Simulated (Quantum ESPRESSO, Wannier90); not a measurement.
SnAs (rock salt), plane waves to Wannier functions

```
begin unit_cell_cart
ang
    0.0000000000    2.8768700000    2.8768700000
    2.8768700000    0.0000000000    2.8768700000
    2.8768700000    2.8768700000    0.0000000000
end unit_cell_cart
begin atoms_frac
Sn   0.5000000000  0.5000000000  0.5000000000
As   0.0000000000  0.0000000000  0.0000000000
end atoms_frac
```

Structure: Materials Project mp-2182, symmetrised, not relaxed again. COD (Crystallography Open Database) has an entry of this formula and space group (matched by these alone). Method: LDA plane waves in Quantum ESPRESSO 7.5 (PseudoDojo norm-conserving files, 64 Ry, no spin polarisation, no spin-orbit coupling), Bloch states on a 10×10×10 mesh through Γ, Wannier90 4.0.1. Density: 10×10×10 mesh, cold smearing 0.01 Ry. Spin-orbit coupling is left out although heavy elements are present.

A tight-binding model is made by disentanglement and projection with no localisation steps (num_iter = 0), so the 8 orbitals stay atom-like: hydrogen-like Sn: s;p; As: s;p, axes along x, y, z; frozen window up to 1.50 eV relative to the Fermi level. It follows pw.x to 3.9 meV rms for states up to 1.0 eV relative to the Fermi level. Matrix elements depend on this choice of orbitals and windows.

Task: Which pairs of orbitals on different sites are coupled most strongly? Give distance, modulus and how many such pairs a cell has.

Result: 
```
orbital  orbital  distance of the centres (Å)  modulus (eV)  pairs
-------  -------  ---------------------------  ------------  -----
As px      Sn px                         2.88          2.47      2
As pz      Sn pz                         2.88          2.47      2
As py      Sn py                         2.88          2.47      2
As pz       Sn s                         2.88          1.58      2
As py       Sn s                         2.88          1.58      2
As px       Sn s                         2.88          1.58      2
As s       Sn px                         2.88          1.38      2
As s       Sn pz                         2.88          1.38      2
As s       Sn py                         2.88          1.38      2
As s        Sn s                         2.88          0.78      6
As py      Sn py                         2.88          0.60      4
As pz      Sn pz                         2.88          0.60      4
As px      Sn px                         2.88          0.60      4
Sn py      Sn py                         5.75          0.49      1
Sn pz      Sn pz                         5.75          0.49      1
Sn px      Sn px                         5.75          0.49      1
As pz      As pz                         5.75          0.35      1
As px      As px                         5.75          0.35      1
As py      As py                         5.75          0.35      1
Sn px       Sn s                         5.75          0.28      2
Sn py       Sn s                         5.75          0.28      2
Sn pz       Sn s                         5.75          0.28      2
Sn px      Sn pz                         4.07          0.22      4
Sn px      Sn py                         4.07          0.22      4
Sn py      Sn pz                         4.07          0.22      4
As px       As s                         5.75          0.15      2
As py       As s                         5.75          0.15      2
As pz       As s                         5.75          0.15      2
Sn s        Sn s                         5.75          0.15      3
As py      Sn py                         8.63          0.09      2
```
